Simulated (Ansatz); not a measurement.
TaRu (rock salt, Fm-3m), DFT-r²SCAN in the program Ansatz with PAW potentials, all energies at zero smearing, with the estimated change up to a 700 eV cutoff added, with one set of potentials and settings (totals compare only within such a set). Cell of 2 atoms (1 Ru, 1 Ta): -15835.264 eV.

```csv
element,reference phase,E (eV/atom)
Ru,"P6_3/mmc, 2 atoms in the cell",-5890.7404
Ta,"Im-3m, 1 atoms in the cell",-9945.1755
```

Formation energy per atom, worked out: (-15835.264 − 1×(-5890.7404) − 1×(-9945.1755))/2 = 0.326 eV/atom (31 kJ per mol of atoms), at 0 K, without zero-point energy or fitted corrections.

The start of the workflow was typed in or built on a structure type; neither database checked (COD, Materials Project) lists it. COD files the formula under space group No. 123, 221, so this cell is another polymorph or a model. Whether it is the stable phase at ambient conditions was not checked. Symmetry was held in the r²SCAN relaxation. At this level the phase is mechanically unstable. No spin polarisation was allowed. Its formation energy is positive at this level, so the cell may be metastable or incomplete. The references are the lowest solids computed at this level, not always the standard phases. Scalar-relativistic: spin–orbit coupling is off unless named, which matters more the heavier the elements.

Potentials: the earlier of the program's two PAW sets.
